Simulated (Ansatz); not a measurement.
**How the vibrations of AlCu₃ change with volume**

Theory: DFT LDA, scalar-relativistic, plane waves, PAW in Ansatz 0.2.0. Plane waves to 420 eV; Γ-centred k mesh 12×12×12; Fermi-Dirac smearing of 0.15 eV. No spin polarisation. Phonons by linear response, acoustic sum rule imposed.

The cell, relaxed at this level:
```
Al Cu
1.0
     0.00000    2.85000    2.85000
     2.85000    0.00000    2.85000
     2.85000    2.85000    0.00000
Al Cu
1 3
Direct
  0.00000 0.00000 0.00000
  0.50000 0.50000 0.50000
  0.25000 0.25000 0.25000
  0.75000 0.75000 0.75000
```

In a metal, frequencies depend on the k mesh and the smearing, soft modes most.

Cells at 0.98 and 1.02 times the equilibrium volume were relaxed in shape and atoms; γ = −d ln ν / d ln V, modes matched by rank. Linear response on a 2×2×2 q mesh; q in fractions of the reciprocal vectors.

Task: Give the frequencies (cm⁻¹) at the three volumes and the mode Grüneisen parameters.

Result:
```
               q  0.98 V    V  1.02 V     γ  degeneracy
  0.00 0.00 0.00     175  166     158  2.58           3
  0.00 0.00 0.00     210  200     191  2.45           3
  0.00 0.00 0.00     317  306     294  1.89           3
 0.00 0.00 -0.50      92   87      83  2.61           2
 0.00 0.00 -0.50     109  103      98  2.71           2
 0.00 0.00 -0.50     140  135     130  1.83           1
 0.00 0.00 -0.50     157  151     145  1.92           1
 0.00 0.00 -0.50     225  215     206  2.24           1
 0.00 0.00 -0.50     233  223     213  2.28           2
 0.00 0.00 -0.50     322  310     299  1.90           2
 0.00 0.00 -0.50     326  314     303  1.81           1
0.00 -0.50 -0.50     34i  36i     38i     –           2
0.00 -0.50 -0.50     177  170     163  1.99           2
0.00 -0.50 -0.50     188  180     171  2.33           1
0.00 -0.50 -0.50     188  181     173  2.11           1
0.00 -0.50 -0.50     189  182     175  1.86           1
0.00 -0.50 -0.50     207  198     190  2.16           2
0.00 -0.50 -0.50     315  304     294  1.74           1
0.00 -0.50 -0.50     335  322     310  1.96           2
```

i marks imaginary modes: the cell is unstable against these displacements at all three volumes, and γ isn't given for them.

Task: What pressures hold the two strained cells, and what bulk modulus follows?

Result: 3.52 GPa at 0.98 V and -3.14 GPa at 1.02 V, so B = −dP/d ln V ≈ 167 GPa.